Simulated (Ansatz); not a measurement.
Relaxed-ion elastic tensor of WO₃ (ReO3 type, space group No. 221) in GPa (Voigt order), PBEsol (plane waves, PAW; program Ansatz); density 7.02 g/cm³, 13.71 Å³ per atom.

```tsv
	1	2	3	4	5	6
1	650	46.0	46.0	0.0	0.0	0.0
2	46.0	650	46.0	0.0	0.0	0.0
3	46.0	46.0	650	0.0	0.0	0.0
4	0.0	0.0	0.0	69.9	0.0	0.0
5	0.0	0.0	0.0	0.0	69.9	0.0
6	0.0	0.0	0.0	0.0	0.0	69.9
```

Problem. Is the crystal mechanically stable?

Solution. Yes: the smallest eigenvalue of C is 69.9 GPa.

Problem. Work out the Voigt, Reuss and Hill averages.

Solution. K_V = 247, K_R = 247, K_H = 247; G_V = 163, G_R = 101, G_H = 132 GPa.

Problem. Give Young's modulus, Poisson's ratio, Pugh's ratio and the universal anisotropy index.

Solution. E = 9KG/(3K + G) = 336 GPa; ν = 0.27; K/G = 1.88 (ductile by the Pugh limit of 1.75); A_U = 5G_V/G_R + K_V/K_R − 6 = 3.06.

Problem. Estimate the sound speeds and the Debye temperature.

Solution. v_l = √((K + 4G/3)/ρ) = 7760 m/s, v_t = √(G/ρ) = 4330 m/s, mean 4820 m/s; Θ = (h/k)(3n/4πV)^(1/3) v_m = 600 K.

Problem. Give the Zener ratio and Young's modulus along [100], [110] and [111].

Solution. A = 2C44/(C11 − C12) = 0.23; 1/E = S11 − 2(S11 − S12 − S44/2)Γ with Γ = 0, 1/4, 1/3 gives 644, 232, 192 GPa.

Space group Pm-3m (ReO3 type). The first step of the workflow began from a Materials Project structure, measured or hypothetical; the Crystallography Open Database copy checked does not list it. COD files the formula under space group No. 2, 14, 62, 129, 130, 191, so this cell is another polymorph or a model. Its standing as an ambient phase is unchecked. Symmetry was held in the PBEsol relaxation; its stability against distortions is not shown here. The run is not spin-polarised. No Hubbard U is applied. Scalar-relativistic: spin–orbit coupling is off unless named, which matters more the heavier the elements.

Potentials: the later of the program's two PAW sets.
